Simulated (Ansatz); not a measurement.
Energy against volume for Al12W (space group Im-3)

Al12W (space group Im-3)

```yaml
crystal:
  lattice:
    - [-3.76905, 3.76905, 3.76905]
    - [3.76905, -3.76905, 3.76905]
    - [3.76905, 3.76905, -3.76905]
  atoms:
    - { symbol: Al, position: [0.30860, 0.18579, 0.49439] }
    - { symbol: Al, position: [0.69140, 0.81421, 0.50561] }
    - { symbol: Al, position: [0.69140, 0.18579, 0.87719] }
    - { symbol: Al, position: [0.30860, 0.81421, 0.12281] }
    - { symbol: Al, position: [0.49439, 0.30860, 0.18579] }
    - { symbol: Al, position: [0.50561, 0.69140, 0.81421] }
    - { symbol: Al, position: [0.87719, 0.69140, 0.18579] }
    - { symbol: Al, position: [0.12281, 0.30860, 0.81421] }
    - { symbol: Al, position: [0.18579, 0.49439, 0.30860] }
    - { symbol: Al, position: [0.81421, 0.50561, 0.69140] }
    - { symbol: Al, position: [0.18579, 0.87719, 0.69140] }
    - { symbol: Al, position: [0.81421, 0.12281, 0.30860] }
    - { symbol: W, position: [0.00000, 0.00000, 0.00000] }
```

Equation-of-state scan: isotropic scaling of the cell above, V₀ being its volume. The atoms relax within the cell's symmetry.

Calculation: PBEsol (plane waves to 420 eV, PAW, scalar-relativistic; Ansatz, a quantum-chemistry and plane-wave program). k mesh 7×7×7 (Γ-centred), Fermi-Dirac smearing 0.05 eV. E stands for the smeared free energy. Stress and pressure are positive under compression. Al12W is run without spin polarisation. Al12W was relaxed with its symmetry unable to fall. Spin-orbit coupling is left out, though W is heavy. ΔE is measured from the relaxed starting cell.

```csv
V (Å³/atom),ΔE (kJ/mol of atoms),P (GPa)
15.486,1.9,6.9
15.651,1.3,5.6
15.816,0.8,4.4
15.980,0.5,3.2
16.145,0.2,2.1
16.310,0.1,1.0
16.475,0.0,0.0
16.639,0.0,-0.9
16.804,0.2,-1.8
16.969,0.4,-2.7
17.134,0.7,-3.5
17.298,1.1,-4.2
17.463,1.5,-4.9
```

Summary:

```yaml
pressure_at_the_smallest_volume: 6.9 GPa
energy_cost_of_the_largest_compression: 20 meV/atom
energy_cost_of_the_largest_expansion: 16 meV/atom
Bulk modulus B₀ (third-order Birch-Murnaghan fit): 97.0 GPa
Pressure derivative B₀′ (fit): 4.6
equilibrium_volume_of_the_fit: 16.48 Å³/atom
Pressure for 5 % compression (fit): 5.6 GPa
```

The 13 points together took roughly 4 core-minutes.

(A scan under strain: stresses follow from slopes of the energy per volume, elastic moduli from its curvatures.)
